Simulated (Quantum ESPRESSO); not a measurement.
## Si4O6FN (convergence and cost over cutoff and k mesh)

Simulated, not a measurement. The program is pw.x of Quantum ESPRESSO 7.5 (plane-wave density functional theory). The cell is made up: 12 atoms on a rutile lattice, with randomly drawn elements, strain and displacements, not relaxed. PseudoDojo standard norm-conserving files (v0.5 for PBE, v0.4.1 for LDA and PBEsol) set the functional; there is no spin polarisation, spin-orbit coupling or dispersion term, and the masses in the input are unused placeholders.

Input of the run in row 4:

```
&control calculation='scf', pseudo_dir='./dojo.nc.sr.pbe.v0_5.standard.upf', outdir='./o', disk_io='low', tprnfor=.true., tstress=.true. /
&system ibrav=0, nat=12, ntyp=4, nbnd=38, ecutwfc=84.00895049, nosym=.true., tot_charge=0,
 occupations='smearing', smearing='fd', degauss=0.0018374661
/
&electrons conv_thr=7.350e-09, electron_maxstep=60, /
ATOMIC_SPECIES
F 1.0 F.upf
N 1.0 N.upf
O 1.0 O.upf
Si 1.0 Si.upf
CELL_PARAMETERS angstrom
4.1986 0.0631 0.0483
0.0631 4.2999 0.0222
0.0614 0.0283 5.4145
ATOMIC_POSITIONS angstrom
Si -0.0341 0.0261 -0.0208
Si 2.1282 2.2172 1.3622
Si 0.0471 0.0122 2.7005
Si 2.2224 2.1768 4.0936
O 1.3032 1.4239 0.0379
O 2.9705 2.994 0.0123
O 3.3288 0.8743 1.3912
F 0.8048 3.5102 1.38
N 1.2858 1.3288 2.6699
O 3.0395 3.0746 2.8028
O 3.4281 0.9253 4.1504
O 0.9459 3.4454 4.0906
K_POINTS automatic
5 5 4 1 1 1
```

The same cell was run at these settings. Meshes are shifted by half a step, and differences are from the last row, which is itself not exact.

| cutoff (eV) | k mesh | k points solved | threshold (eV) | free energy less the last row's (eV) | pressure (GPa) | largest stress difference (GPa) | largest force difference (eV/Å) | iterations | wall time (s) | k-point pools | processor |
| --- | --- | --- | --- | --- | --- | --- | --- | --- | --- | --- | --- |
| 800 | 2 x 2 x 2 | 4 | 1e-04 | 1.153 | -9.99 | 14.38 | 0.052 | 8 | 13 | 4 | Intel Xeon, older |
| 1143 | 1 x 1 x 1 | 1 | 1e-07 | 0.474 | 9.41 | 16.58 | 0.475 | 12 | 22 | 4 | Intel Xeon, older |
| 668 | 5 x 5 x 4 | 50 | 1e-07 | 5.948 | -42.48 | 47.49 | 0.079 | 11 | 52 | 4 | Intel Xeon, older |
| 1143 | 5 x 5 x 4 | 50 | 1e-07 | 0.002 | 4.19 | 0.03 | 0.002 | 11 | 114 | 4 | Intel Xeon, older |
| 1437 | 7 x 7 x 6 | 147 | 1e-07 | 0.000 | 4.22 | 0.00 | 0.000 | 11 | 454 | 4 | Intel Xeon, older |

Each pool is one process. Wall times include start-up and a band step at six k points, which weighs most on the coarsest meshes. The runs were on shared virtual cores whose load varied, so times are rough.